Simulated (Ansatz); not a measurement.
Relaxed-ion elastic tensor of Ta₂N in space group P-31m (No. 162; Ta on 6k, N on 2d, N on 1a) in GPa (Voigt order), the program Ansatz at the PBEsol level (PAW); density 15.89 g/cm³, 13.10 Å³ per atom.

|  | 1 | 2 | 3 | 4 | 5 | 6 |
|---|---|---|---|---|---|---|
| 1 | 501 | 187 | 213 | 0.0 | 30.8 | 0.0 |
| 2 | 187 | 501 | 213 | 0.0 | -30.8 | 0.0 |
| 3 | 213 | 213 | 503 | 0.0 | 0.0 | 0.0 |
| 4 | 0.0 | 0.0 | 0.0 | 177 | 0.0 | -30.8 |
| 5 | 30.8 | -30.8 | 0.0 | 0.0 | 177 | 0.0 |
| 6 | 0.0 | 0.0 | 0.0 | -30.8 | 0.0 | 157 |

Problem. Is the crystal mechanically stable?

Solution. Yes: the smallest eigenvalue of C is 135 GPa.

Problem. Work out the Voigt, Reuss and Hill averages.

Solution. K_V = 304, K_R = 303, K_H = 303; G_V = 162, G_R = 156, G_H = 159 GPa.

Problem. Give Young's modulus, Poisson's ratio, Pugh's ratio and the universal anisotropy index.

Solution. E = 9KG/(3K + G) = 406 GPa; ν = 0.28; K/G = 1.91 (ductile by the Pugh limit of 1.75); A_U = 5G_V/G_R + K_V/K_R − 6 = 0.18.

Problem. Estimate the sound speeds and the Debye temperature.

Solution. v_l = √((K + 4G/3)/ρ) = 5700 m/s, v_t = √(G/ρ) = 3160 m/s, mean 3520 m/s; Θ = (h/k)(3n/4πV)^(1/3) v_m = 445 K.

Problem. How much does each axis shrink under pressure?

Solution. Linear compressibilities β_i = Σ_j S_ij (j = 1 to 3): x 1.1, y 1.1, z 1.0 per TPa.

The first step of the workflow began from a Materials Project structure, measured or hypothetical; the Crystallography Open Database copy checked does not list it. Whether it is the stable phase at ambient conditions was not checked. Symmetry was held in the PBEsol relaxation; whether a distortion lowers the energy is not shown. No spin polarisation was allowed. As this level gives no gap, shear constants depend on the k-mesh and smearing (Fermi–Dirac, 0.1 eV here). Scalar-relativistic: spin–orbit coupling is off unless named, which matters more the heavier the elements.

Potentials: the earlier of the program's two PAW sets. The files were generated under PBE; for other functionals the program regenerates the frozen cores, and for LDA and PBEsol the local potential too.
